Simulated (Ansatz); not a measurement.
A trial structure of InB2As3 was built thus: random cell by space group and Wyckoff sites (P-3m1, No. 164). Lengths were set from tabulated atomic sizes, so they are only a guess.

```cif
data_structure
_symmetry_space_group_name_H-M 'P-3m1'
_symmetry_Int_Tables_number 164
_cell_length_a 4.2973
_cell_length_b 4.2973
_cell_length_c 7.2416
_cell_angle_alpha 90.000
_cell_angle_beta 90.000
_cell_angle_gamma 120.000
_cell_volume 115.81
loop_
_atom_site_label
_atom_site_type_symbol
_atom_site_symmetry_multiplicity
_atom_site_Wyckoff_symbol
_atom_site_fract_x
_atom_site_fract_y
_atom_site_fract_z
_atom_site_occupancy
In1 In 1 b 0.00000 0.00000 0.50000 1
B1 B 2 d 0.33333 0.66667 0.27263 1
As1 As 1 a 0.00000 0.00000 0.00000 1
As2 As 2 c 0.00000 0.00000 0.73294 1
```

All numbers below come from DFT PBE, scalar-relativistic, plane waves, PAW in Ansatz 0.2.0. Cutoff 420 eV, Gaussian smearing, Γ-centred meshes. Cell and atoms relax first on a coarse mesh and then on a finer one. In between, the cell is made exact in the group found at 0.06 Å. In metals the finer mesh still leaves noise of several meV/atom or more. The steps can't lower the symmetry of their start. No spin polarisation.

A guess keeps its type if space group and coordination stay and the shape of the cell changes little (axis ratios within about 15 %, angles within 6°); the volume may change.

**Question.** Does it keep its structure type, or change into something else?

**Answer.** It doesn't keep its type. The symmetry stays P-3m1 (No. 164). The volume per atom shrinks by 1.3 %, from 19.3 to 19.1 Å³. The shortest distance goes from 1.69 Å (In–As) to 2.00 Å (B–As). The ratio c/a of the conventional cell changes by a factor of 2.11. Counting neighbours within 15 % of an atom's shortest distance, the start has As 2, B 3, In 2 and the end As 2/3, B 3, In 14. In detail, at the end around In lie 2 As at 3.17 Å, 6 B at 3.27 Å and 6 In at 3.34 Å; around B lie 3 As at 2.00 Å and 3 In at 3.27 Å; As on a site of symmetry -3m is surrounded by 2 As at 2.75 Å; 1 more site not described.

```xyz
6
Lattice="3.3381 0.0000 0.0000 -1.6691 2.8909 0.0000 0.0000 0.0000 11.8510" Properties=species:S:1:pos:R:3 pbc="T T T"
In    0.0000    0.0000    5.9255
B     0.0000    1.9273    3.2827
B     1.6691    0.9636    8.5683
As    0.0000    0.0000    0.0000
As    0.0000    0.0000    9.0994
As    0.0000    0.0000    2.7516
```

Formation energies are uncorrected and refer to the elements' standard structures at the same level.

**Question.** At what energy does it end?

**Answer.** +0.42 eV/atom. The separate elements lie lower, so it is unstable against them.

The last run used a 12×12×4 mesh (in the run's order of axes) for its 6-atom cell and Gaussian smearing of 0.10 eV. The reference form of As is held partly by dispersion forces, which this level lacks. Symmetry constrained the relaxation, so the result can be a saddle point.

In counts of neighbours, a slash parts the counts of unlike sites.
